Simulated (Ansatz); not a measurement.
InAs (zinc blende)

```
InAs
1.0
    0.00000     3.04368     3.04368
    3.04368     0.00000     3.04368
    3.04368     3.04368     0.00000
As In
1 1
Direct
  0.75000   0.75000   0.75000
  0.00000   0.00000   0.00000
```

Grid over V/V₀ and (c/a)/(c/a)₀, subscript 0 meaning the relaxed cell; the conventional c axis lies along z; no internal relaxation.

Computed with PBEsol (plane waves to 420 eV, PAW, scalar-relativistic; Ansatz, a program for electronic structure). k mesh 9×9×9 (Γ-centred), Fermi-Dirac smearing 0.05 eV. Stress and pressure are positive under compression. With partly filled bands, the response to shear is sensitive to the k mesh, so small differences along c/a are uncertain. At this level the bands of InAs touch or barely overlap; measurements give the solid a gap. InAs was relaxed with its symmetry unable to fall. The PAW data are Ansatz's earlier set.

At one point of the scan the stress tensor (GPa) is:

```
    2.1      0.0      0.0
    0.0      2.1      0.0
    0.0      0.0      3.3
```

Q: Which point is it?
(A) V/V₀ = 1.000, (c/a)/(c/a)₀ = 0.980
(B) V/V₀ = 0.920, (c/a)/(c/a)₀ = 0.960
(C) V/V₀ = 0.960, (c/a)/(c/a)₀ = 0.960
(D) V/V₀ = 0.920, (c/a)/(c/a)₀ = 1.020

A: C, V/V₀ = 0.960, (c/a)/(c/a)₀ = 0.960

(A scan under strain: stresses follow from slopes of the energy per volume, elastic moduli from its curvatures.)
